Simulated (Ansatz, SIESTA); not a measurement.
CS2: the functional in 2 programs

```yaml
crystal:
  lattice:
    - [3.64579, -2.99431, 0.00000]
    - [3.64579, 2.99431, 0.00000]
    - [0.00000, 0.00000, 9.85126]
  atoms:
    - { symbol: S, position: [0.18152, 0.81848, 0.88687] }
    - { symbol: S, position: [0.31848, 0.68152, 0.38687] }
    - { symbol: S, position: [0.68152, 0.31848, 0.61313] }
    - { symbol: S, position: [0.81848, 0.18152, 0.11313] }
    - { symbol: C, position: [0.50000, 0.50000, 0.50000] }
    - { symbol: C, position: [0.00000, 0.00000, 0.00000] }
```

The cell comes from a database or a generator and needn't be the stable form of this composition.

Kept alike: task band structure; k mesh 6 × 6 × 3; occupations fermi-dirac, width 0.05 eV; no spin polarisation. The mesh is that of the run's cell of 6 atoms. No spin-orbit coupling.

- A: Ansatz, all-electron LAPW, scalar-relativistic
- B: SIESTA; files PseudoDojo sr-lda-0.4.1-standard, DZP (energy shift 0.003 Ry) (LDA); files PseudoDojo sr-pbe-0.4.1-standard, DZP (energy shift 0.003 Ry) (PBE); files PseudoDojo sr-pbesol-0.4.1-standard, DZP (energy shift 0.003 Ry) (PBEsol), atomic orbitals

| functional | A: pressure (GPa) | B: pressure (GPa) |
| --- | --- | --- |
| LDA | -1.18 | 0.50 |
| PBE | 0.40 | 2.01 |
| PBEsol | -0.10 | 1.63 |

Pressure is positive in compression.

Problem. How large is the effect of the functional, and do the programs agree on it?

Solution. From LDA to PBE the pressure moves by +1.58 in A, +1.51 in B (GPa). Row by row the programs differ by 1.61 to 1.73, and over this span the shifts, as printed, agree within about 4 %. Shifts from LDA: PBE +1.58, +1.51; PBEsol +1.08, +1.13; the programs' shifts differ by up to 0.07.
